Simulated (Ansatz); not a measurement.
Given:

CsSnI3 (cubic perovskite)

```
CsSnI3
1.0
    6.27122     0.00000     0.00000
    0.00000     6.27122     0.00000
    0.00000     0.00000     6.27122
Cs Sn I
1 1 3
Cartesian
  0.00000   0.00000   0.00000
  3.13561   3.13561   3.13561
  0.00000   3.13561   3.13561
  3.13561   3.13561   0.00000
  3.13561   0.00000   3.13561
```

The volume is varied about the relaxed value V₀ at fixed cell shape. Symmetry pins the atoms to their sites.

These are PBE (plane waves to 420 eV, PAW, scalar-relativistic; Ansatz, a program for electronic structure) values and carry that method's errors. k mesh 6×6×6 (Γ-centred), Fermi-Dirac smearing 0.05 eV. E stands for the smeared free energy. Compression counts positive. On this mesh the relaxed cell isn't quite at rest: it carries a pressure of 0.1 GPa (compression positive) at the zero of the scan. CsSnI3 was relaxed with its symmetry unable to fall. Spin-orbit coupling is left out, though I is heavy. The PAW data are Ansatz's earlier set. This is a high-temperature form of CsSnI3. ΔE is measured from the relaxed starting cell.

The scan covers V/V₀ from 0.940 to 1.060 in 11 points.

Q: What pressure does the cell carry at V/V₀ = 0.940?

A: 1.24 GPa.

Q: What is ΔE at V/V₀ = 1.060?

A: 5.9 meV/atom.

Q: What is ΔE at V/V₀ = 0.940?

A: 11.9 meV/atom.

(A scan under strain: stresses follow from slopes of the energy per volume, elastic moduli from its curvatures.)
